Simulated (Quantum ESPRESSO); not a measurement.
```
CELL_PARAMETERS angstrom
      7.43238     0.00000     0.00000
      0.00000     7.43238     0.00000
      0.00000     0.00000     4.33208
ATOMIC_POSITIONS crystal
  K  0.00000 0.50000 0.50000
  K  0.50000 0.00000 0.50000
  Br 0.76603 0.76603 0.00000
  Br 0.23397 0.23397 0.00000
  Br 0.23397 0.76603 0.00000
  Br 0.76603 0.23397 0.00000
  Pd 0.00000 0.00000 0.00000
```

The geometry is that of Materials Project entry mp-27138, symmetrised and not relaxed again.

**Question.** What does PBEsol (Quantum ESPRESSO, PseudoDojo norm-conserving, 82 Ry, without SOC) give for the electronic structure near the Fermi level?

**Answer.** The PBEsol gap is indirect, 1.11 eV, from X to M; the smallest direct gap is 1.14 eV. Spin-orbit splittings are left out.
